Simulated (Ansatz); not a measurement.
RuS2:
```
CELL_PARAMETERS angstrom
      5.59907     0.00000     0.00000
      0.00000     5.59907     0.00000
      0.00000     0.00000     5.59907
ATOMIC_POSITIONS crystal
  Ru 0.00000 0.50000 0.50000
  Ru 0.50000 0.50000 0.00000
  Ru 0.50000 0.00000 0.50000
  Ru 0.00000 0.00000 0.00000
  S  0.38988 0.11012 0.88988
  S  0.61012 0.88988 0.11012
  S  0.11012 0.88988 0.38988
  S  0.88988 0.11012 0.61012
  S  0.88988 0.38988 0.11012
  S  0.11012 0.61012 0.88988
  S  0.61012 0.61012 0.61012
  S  0.38988 0.38988 0.38988
```

Relaxed with HSE06.

Task: Give the Bader charges and basin volumes of the independent atoms, HSE06 in the plane-wave PAW code Ansatz.

Result: 

```tsv
atom	Bader charge (e)	Bader volume (Å³)
Ru1	+0.62	13.7
S5	-0.31	15.1
```

Space group Pa-3. The cell was relaxed with HSE06 under the symmetry of its start. No spin polarisation was allowed.

Potentials: the later of the program's two PAW sets.
